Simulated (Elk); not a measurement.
An Elk run on YbPd with settings drawn from a wide range, so not all are converged; totals and levels move with the basis, and no second program has checked them. Computed with Elk 11.2.3 with local patches, DFT, LDA (Perdew-Zunger), all-electron APW+lo, Dirac cores, scalar-relativistic bands. Elk's input is in atomic units.

Command: `OMP_NUM_THREADS=1 elk` The run took 43 s on 1 thread of Arm Neoverse V2 (shared host), peak memory 0.06 GiB.

```
tasks
  0
  110
  115
  10

xctype
  2

rgkmax
  7

gmaxvr
  10

lmaxapw
  9

lmaxo
  7

lmaxi
  2

nrmtscf
  2

nempty
  8

epspot
  1e-06

epsengy
  1e-05

maxscl
  60

swidth
  0.008

stype
  1

lradstp
  2

mixtype
  1

hmaxvr
  4

tforce
  .true.

autolinengy
  .true.

sppath
  './'

avec
  6.68315297797 0.00000000000 0.00000000000
  0.00000000000 6.68315297797 0.00000000000
  0.00000000000 0.00000000000 6.68315297797

atoms
  2
  'Yb.in'
  1
  0.500000000000 0.500000000000 0.500000000000   0.000 0.000 0.000
  'Pd.in'
  1
  0.000000000000 0.000000000000 0.000000000000   0.000 0.000 0.000

ngridk
  5 5 5

wplot
  120 100 1
  -0.55 0.3
```

Muffin-tin radii in the species files: Yb 2.16, Pd 2.01 bohr.

The geometry is COD entry 1523885, unchecked; take it as a test cell. The listed cell was then made from it by scaling, straining or moving an atom.

Question: What does the run give?

Answer: It did not converge (60 SCF iterations).
```
Warning(gndstate): failed to reach self-consistency after 60 loops
```
